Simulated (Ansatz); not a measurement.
Nb2GaC in space group P6_3/mmc (No. 194; Nb on 4f, Ga on 2d, C on 2a) under volume change, r²SCAN in the plane-wave PAW code Ansatz, shape and atoms relaxed at each volume.

```json
[
 {"V (Å³/atom)": "13.148", "E − E(relaxed) (meV/atom)": "81.0", "P (GPa)": "21.96"},
 {"V (Å³/atom)": "13.582", "E − E(relaxed) (meV/atom)": "(withheld)", "P (GPa)": "(withheld)"},
 {"V (Å³/atom)": "14.015", "E − E(relaxed) (meV/atom)": "(withheld)", "P (GPa)": "(withheld)"},
 {"V (Å³/atom)": "14.448", "E − E(relaxed) (meV/atom)": "0.0", "P (GPa)": "0.00"},
 {"V (Å³/atom)": "14.882", "E − E(relaxed) (meV/atom)": "6.9", "P (GPa)": "-5.01"},
 {"V (Å³/atom)": "15.315", "E − E(relaxed) (meV/atom)": "26.5", "P (GPa)": "-9.39"},
 {"V (Å³/atom)": "15.749", "E − E(relaxed) (meV/atom)": "57.0", "P (GPa)": "-13.00"}
]
```

### Question
Fill in the missing entries.

### Answer

- 13.582, E − E(relaxed) (meV/atom): 33.6
- 13.582, P (GPa): 13.30
- 14.015, E − E(relaxed) (meV/atom): 7.8
- 14.015, P (GPa): 6.00

### Question
What does a third-order Birch–Murnaghan fit give for V₀, B₀ and B′?

### Answer
V₀ = 14.45 Å³/atom, B₀ = 185 GPa, B′ = 4.8.

The first step of the workflow began from a Materials Project structure, measured or hypothetical; the Crystallography Open Database copy checked does not list it. Whether it is the stable phase at ambient conditions was not checked. The cell was relaxed with r²SCAN under the symmetry of its start; of distortions, only those at the zone centre were tested. The run is not spin-polarised.

Potentials: the later of the program's two PAW sets.
